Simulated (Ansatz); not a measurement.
MnPd:
```xyz
4
Lattice="0.0000 3.0499 3.0499 3.0499 0.0000 3.0499 3.0499 3.0499 0.0000" Properties=species:S:1:pos:R:3 pbc="T T T"
Pd     4.5749     4.5749     4.5749
Mn     0.0000     0.0000     0.0000
Pd     1.5250     1.5250     1.5250
Mn     3.0499     3.0499     3.0499
```
Starting moments (μB, in the order of the atoms Pd Mn Pd Mn): 0.0 4.0 0.0 -4.0.

Relaxed with PBEsol.

### Question
Map the valence electron density (e/Å³), cut off at 7 on the plane through (0.750, 0.750, 0.750) spanned by u = [1, 0, 0] and v = [-1, 1, 1] in lattice vectors, from plane-wave PAW PBEsol (Ansatz code).

### Answer
x is the fraction of u, y of v (the angle between them is 90°; rows are the nearest grid lines); atoms in the plane: Pd at (0.00, 0.00), Mn at (0.50, 0.25), Pd at (0.00, 0.50), Mn at (0.50, 0.75).
```
|99982000000000000028999|
|99972000000000000027999|
|76410000000000000001467|
|22100000011211000000122|
|00000000147974100000000|
|00000001599999510000000|
|00000001599999510000000|
|00000000399999300000000|
|00000000147974100000000|
|76410000000000000001467|
|99941000000000000014999|
|99972000000000000027999|
|99972000000000000027999|
|99941000000000000014999|
|76410000000000000001467|
|00000000147974100000000|
|00000000399999300000000|
|00000001599999510000000|
|00000001599999510000000|
|00000000147974100000000|
|22100000011211000000122|
|76410000000000000001467|
|99972000000000000027999|
|99982000000000000028999|
```
Scale: ten equal steps from 0.172 (start of '0') to 7.00 (end of '9'), in the order '0123456789'; x runs from 0.000 to 1.00, y from 0.000 (bottom) to 1.00 (top).

The density is the valence pseudo-density with augmentation charge, so density and ELF within about 1 Å of a nucleus are not all-electron values.

Space group Pm-3m (CsCl type). The workflow started from an entry of the Crystallography Open Database (COD), which files this formula under 2 space groups. Its standing as an ambient phase is unchecked. Symmetry was held in the PBEsol relaxation, as lowered by the spin order. At this level the phase is mechanically unstable. Spin order of the final state: antiferromagnetic, chosen from 4 collinear starts compared on coarse meshes (ties went to the first, and starts can fall back to one state), not a proven ground state. The volume moved by 39 % from the start of the relaxation.

Potentials: the later of the program's two PAW sets.
